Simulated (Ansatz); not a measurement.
# A plane-wave run on CsMoO4

Input file of Ansatz 0.2.0:

```yaml
crystal:
  lattice:
    - [-3.91554374, 3.91554374, 3.46503402]
    - [3.91554374, -3.91554374, 3.46503402]
    - [3.91554374, 3.91554374, -3.46503402]
  atoms:
    - { symbol: O, position: [0.54, 0.35, 0.19] }
    - { symbol: O, position: [0.1, 0.41, 0.31] }
    - { symbol: O, position: [0.16, 0.35, 0.81] }
    - { symbol: O, position: [0.1, 0.79, 0.69] }
    - { symbol: O, position: [0.21, 0.9, 0.31] }
    - { symbol: O, position: [0.65, 0.46, 0.81] }
    - { symbol: O, position: [0.59, 0.9, 0.69] }
    - { symbol: O, position: [0.65, 0.84, 0.19] }
    - { symbol: Mo, position: [0.5, 0.5, 0.0] }
    - { symbol: Mo, position: [0.25, 0.75, 0.5] }
    - { symbol: Cs, position: [0.0, 0.0, 0.0] }
    - { symbol: Cs, position: [0.75, 0.25, 0.5] }
  symmetry: { tolerance: 0.0003 }
kpoints:
  mp_grid: { grid: [7, 7, 7], shift: [0, 0, 0] }
  band_path:
    path:
      - [0.0, 0.0, 0.0]
      - [0.0, 0.0, 0.5]
      - [-0.5, 0.5, 0.5]
      - [0.0, 0.0, 0.0]
      - [0.44578114, 0.44578114, -0.44578114]
      - [-0.44578114, 0.55421886, 0.44578114]
      - [-0.5, 0.5, 0.5]
      - [0.0, 0.0, 0.5]
      - [0.25, 0.25, 0.25]
      - [0.0, 0.5, 0.0]
      - [0.0, 0.0, 0.0]
    npoints: 6
magnetization:
  spin_polarized: false
scf:
  occupations: { method: fermi_dirac }
  lower_state_search: "off"
  max_iter: 200
hamiltonian:
  pseudopotentials: { kind: paw }
  xc: r2scan
basis:
  ecutwfc: 500
  fft_grid_basis: typed
output:
  forces: true
  stress: true
  eigenvalues: true
  bader: true
  populations: true
  elf: true
  write_potential: true
  volumetric_format: npy
  dos:
    e_range: [-12, 8]
    de: 0.05
    projected: { site_lists: { Cs: [Cs], Mo: [Mo], O: [O] } }
checkpoint:
  read: saved_state
```

The saved state is an earlier solution for the same cell, perhaps on another mesh. 

Output (shortened):

```
SCF iter   1: F=-25852.2422 eV  Δρ=1.86e-3  dr2=8.28e-4  dr2_τ=1.00e-3
SCF iter   2: F=-25852.2430 eV  Δρ=2.94e-4  dr2=1.98e-4  dr2_τ=3.40e-5
SCF iter   3: F=-25852.2431 eV  Δρ=1.50e-4  dr2=8.82e-5  dr2_τ=1.35e-5
SCF iter   4: F=-25852.2434 eV  Δρ=7.06e-5  dr2=2.40e-5  dr2_τ=3.48e-7
SCF iter   5: F=-25852.2434 eV  Δρ=4.13e-5  dr2=6.85e-6  dr2_τ=1.91e-7
SCF iter   6: F=-25852.2434 eV  Δρ=9.19e-6  dr2=3.45e-7  dr2_τ=7.73e-9
SCF iter   7: F=-25852.2434 eV  Δρ=2.10e-6  dr2=8.12e-9  dr2_τ=8.94e-10
Free energy (F): -25852.2434 eV
Harris-Foulkes:  -25852.2434 eV  (|F-HF|=2.62e-9)
Internal energy: -25851.8683 eV  (E = F + TS)
E sigma→0 (E₀):  -25852.0558 eV
Entropy (-TS):   -0.3752 eV (-31.265 meV/atom)
Fermi energy:    3.7812 eV
--- Per-component energies (eV) ---
  E_band       = -815.8604
  E_kinetic    = 2558.9563
  E_local      = -7287.5247  (includes V_loc(G=0)·N_el)
  E_nonlocal   = 719.6720
  E_hartree    = 2665.7103
  E_xc         = -1263.5670
  E_vxc        = -1628.2360  (∫ρ·V_xc dr)
  E_paw        = -17893.1398  (= ΣΔE_a)
  E_vpaw       = -613.6565  (= ΣTr[D̂ρ^β])
  E_aug_tail   = 0.0079  (compensation charges beyond the density's cutoff)
  E_vtau       = 103.5000  (kinetic-family band-sum trace: ∫τ·v_τ [+ j·A + Jᵃ·Aᵃ] dr)
  E_ewald      = -5351.3852
  E_core_change = -0.5982  (= ΣΔE_core)
  E_smearing   = -0.3752  (= −TS)
--- Forces (eV/Å), atoms counted from 1 ---
  atom   1  O      0.0000    -2.7968     1.4919
  atom   2  O      2.7968     0.0000     1.4919
  atom   3  O      0.0000     2.7968     1.4919
  atom   4  O     -2.7968     0.0000     1.4919
  atom   5  O      0.0000     2.7968    -1.4919
  atom   6  O      2.7968     0.0000    -1.4919
  atom   7  O      0.0000    -2.7968    -1.4919
  atom   8  O     -2.7968     0.0000    -1.4919
  atom   9  Mo     0.0000     0.0000     0.0000
  atom  10  Mo     0.0000     0.0000     0.0000
  atom  11  Cs     0.0000     0.0000     0.0000
  atom  12  Cs     0.0000     0.0000     0.0000
--- Stress (GPa, compression-positive) ---
        1.7450       0.0000       0.0000
        0.0000       1.7450       0.0000
        0.0000       0.0000       4.9077
  P = ⅓ Tr σ = 2.7992 GPa (27.992 kbar)
--- Löwdin populations: 12 sites ---
  site symbol       q [e]
     0      O      6.6129
     1      O      6.6129
     2      O      6.6129
     3      O      6.6129
     4      O      6.6129
     5      O      6.6129
     6      O      6.6129
     7      O      6.6129
     8     Mo     12.3648
     9     Mo     12.3648
    10     Cs      7.8878
    11     Cs      7.8878
  spilling = 0.0063 (of n_electrons = 94.0000)
--- Bader charges: 12 sites ---
  site symbol  charge [e]  shift [e]
     0      O     -0.9102     0.0031
     1      O     -0.9102     0.0031
     2      O     -0.9102     0.0031
     3      O     -0.9102     0.0031
     4      O     -0.9102     0.0031
     5      O     -0.9102     0.0031
     6      O     -0.9102     0.0031
     7      O     -0.9102     0.0031
     8     Mo      2.5888     0.0122
     9     Mo      2.5888     0.0122
    10     Cs      1.0519     0.0000
    11     Cs      1.0519     0.0000
```

Origin: a known structure type with other elements, at an estimated volume, so it need not be a known compound. Caveats: many states at the Fermi level without spin polarisation, so a magnetic state may lie lower; atoms or cell far from equilibrium.
